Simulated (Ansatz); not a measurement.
Formation energies in the Au–Be system, lowest calculated structure of each composition. Method: PBEsol (plane waves to 420 eV, PAW, scalar-relativistic; Ansatz, an electronic-structure program). Element references, the lowest calculated here: Au (Fm-3m), Be (P6₃/mmc).

| phase | x(Be) | space group | E_f (eV/atom) | above hull (eV/atom) |
|---|---|---|---|---|
| Au | 0.000 | Fm-3m | 0.00 | 0.00 |
| BeAu | 0.500 | P2₁3 | -0.20 | 0.00 |
| Be5Au | 0.833 | F-43m | -0.12 | 0.00 |
| Be | 1.000 | P6₃/mmc | 0.00 | 0.00 |

On the hull: BeAu, Be5Au.

Problem. Work out the energy of BeAu against the hull of the other phases.

Solution. At x(Be) = 0.500 the tie line joins Au and Be5Au; the lever rule gives atom fractions 0.40 and 0.60. The mixture has E_f = 0.40 × (0.00) + 0.60 × (-0.12) = -0.07 eV/atom, and BeAu has -0.20. So BeAu → 0.8 Au + 0.2 Be5Au costs 0.13 eV/atom: BeAu is stable against it.

Hull of the energies calculated here, no anion corrections, zero temperature, no zero-point energy; an uncalculated phase could lie lower. Values are rounded to 0.01 eV/atom. Spin-orbit coupling is missing from these energies, which matters for elements this heavy. The compounds carry no spin polarisation.
